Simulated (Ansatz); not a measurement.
Here is the system:

Y$_{12}$Al$_{7}$Si:
```
Y12Al7Si
1.0
   -5.86128     5.86128     7.62049
    5.86128    -5.86128     7.62049
    5.86128     5.86128    -7.62049
Y Al Si
24 14 2
Direct
  0.64751   0.14751   0.50000
  0.35249   0.85249   0.50000
  0.14751   0.64751   0.50000
  0.85249   0.35249   0.50000
  0.33804   0.20162   0.26494
  0.66196   0.79838   0.73506
  0.20162   0.93668   0.86358
  0.79838   0.06332   0.13642
  0.93668   0.07310   0.73506
  0.06332   0.92690   0.26494
  0.07310   0.33804   0.13642
  0.92690   0.66196   0.86358
  0.16196   0.42690   0.86358
  0.83804   0.57310   0.13642
  0.29838   0.16196   0.73506
  0.70162   0.83804   0.26494
  0.56332   0.29838   0.13642
  0.43668   0.70162   0.86358
  0.42690   0.56332   0.26494
  0.57310   0.43668   0.73506
  0.67076   0.17076   0.84152
  0.32924   0.82924   0.15848
  0.17076   0.32924   0.50000
  0.82924   0.67076   0.50000
  0.11878   0.61878   0.73756
  0.88122   0.38122   0.26244
  0.61878   0.88122   0.50000
  0.38122   0.11878   0.50000
  0.00000   0.00000   0.00000
  0.50000   0.50000   0.00000
  0.88178   0.38178   0.85804
  0.11822   0.61822   0.14196
  0.38178   0.52373   0.50000
  0.61822   0.47627   0.50000
  0.52373   0.02373   0.14196
  0.47627   0.97627   0.85804
  0.02373   0.88178   0.50000
  0.97627   0.11822   0.50000
  0.25000   0.25000   0.00000
  0.75000   0.75000   0.00000
```

This is the r²SCAN-relaxed structure.

Question: All from DFT-r²SCAN in the program Ansatz with PAW potentials, unless another level is named. Predict the electronic character.

Answer: metallic (no gap).

Question: What about the formation energy from the elements (no fitted shifts)?

Answer: -47 kJ/mol of atoms.

Question: Give the density of states at the Fermi level.

Answer: 0.72 states/eV per atom (mean over ±0.08 eV).

Space group I4/mcm. The workflow started from a Materials Project entry (that database holds measured and hypothetical structures alike); the Crystallography Open Database copy checked does not list it. Whether it is the stable phase at ambient conditions was not checked. The r²SCAN relaxation kept the symmetry of its start; whether a distortion lowers the energy is not shown. No spin polarisation was allowed. The references are the lowest solids computed at this level, not always the standard phases. Scalar-relativistic: spin–orbit coupling is off unless named, which matters more the heavier the elements.

Potentials: the later of the program's two PAW sets.
